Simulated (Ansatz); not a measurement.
An Ansatz input and the part of its output that reports the observables at the nuclei.

The start is a structure deposited in the COD.

```yaml
crystal:
  lattice:
    - [0.0, 3.4855, 3.4855]
    - [3.4855, 0.0, 3.4855]
    - [3.4855, 3.4855, 0.0]
  atoms:
    - { symbol: Sr, position: [0.0, 0.0, 0.0] }
    - { symbol: Cl, position: [0.25, 0.25, 0.25] }
    - { symbol: Cl, position: [0.75, 0.75, 0.75] }
kpoints:
  mp_grid: { grid: [7, 7, 7] }
scf:
  occupations: { method: fermi_dirac, width: 0.02 }
hamiltonian:
  xc: pbe
  pseudopotentials: { kind: paw }
output:
  forces: true
  stress: true
  populations: true
  efg:
    quadrupole_moments_barn: { Sr: 0.305, Cl: -0.08112 }
    contact_densities: true
relax:
  f_tol: 0.02
  max_steps: 60
```

```sh
ansatz run input.yaml --threads 1 --pin off --max-ram 3072MiB --backend cpu --events-out ev --progress --plain --runs-dir out
```

The run relaxes the ions first, and the block belongs to the relaxed positions.

Of the output, the block on the nuclei alone is shown; the set-up, the SCF iterations, energies, forces and stress are cut.

```
--- PAW observables at the nuclei: V_zz in 10²¹ V/m², potentials from the cell's mean, atoms counted from 1 ---
  atom   1  Sr V_zz =    -0.000000   η = 0.0000   by run symmetry: forbidden   C_q = -0.0000 MHz
            electrostatic potential = -5505.306340 V   contact ρ = 401062.540373 e/Å³
  atom   2  Cl V_zz =    +0.000000   η = 0.0000   by run symmetry: forbidden   C_q = -0.0000 MHz
            electrostatic potential = -1774.973656 V   contact ρ = 24093.542964 e/Å³
  atom   3  Cl V_zz =    +0.000000   η = 0.0000   by run symmetry: forbidden   C_q = -0.0000 MHz
            electrostatic potential = -1774.973656 V   contact ρ = 24093.542964 e/Å³
```

The relaxation (1 step) took 6 s of wall time (6 s of CPU time) and 0.36 GiB at its peak, on 1 thread of Arm Neoverse N1 (aarch64; 8 cores open to the job, memory cap 3.0 GiB, no GPU), a shared host with a load of 0.7 a core.
